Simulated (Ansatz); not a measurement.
Polymorphs of BeS, each relaxed with plane-wave PAW PBE (Ansatz code):

A: zinc blende (F-43m)
a = b = c = 4.876 Å, α = β = γ = 90.00°

```json
[
 {"atom": "S", "site": "4c", "symmetry": "-43m", "x": "0.2500", "y": "0.2500", "z": "0.2500"},
 {"atom": "Be", "site": "4a", "symmetry": "-43m", "x": "0.0000", "y": "0.0000", "z": "0.0000"}
]
```

B: Pnma
a = 8.9523 Å, b = 3.4342 Å, c = 5.7875 Å, α = β = γ = 90.00°

```csv
atom,site,symmetry,x,y,z
Be,4c,.m.,0.2383,0.2500,0.9872
S,4c,.m.,0.1989,0.7500,0.1557
```

**Question.** Put the candidates in order of energy per atom at 0 K, lowest first, for PBE.

**Answer.** A (+0 meV/atom), B (+199 meV/atom)

**Question.** Give each one's gap.

**Answer.** A 3.15 eV; B 4.32 eV.

Constructed cells (a structure type filled with these elements, in neither database checked): B. Weakly bound layers, chains or molecules computed without a dispersion correction, so cells and soft constants are ill determined: B. All cells were relaxed under the symmetry of their starts (and spin orders); stability against distortions was not tested throughout.

Energies hold the estimated change up to a 700 eV cutoff; steps of a few meV lie near the error of the meshes.

Potentials: the later of the program's two PAW sets.
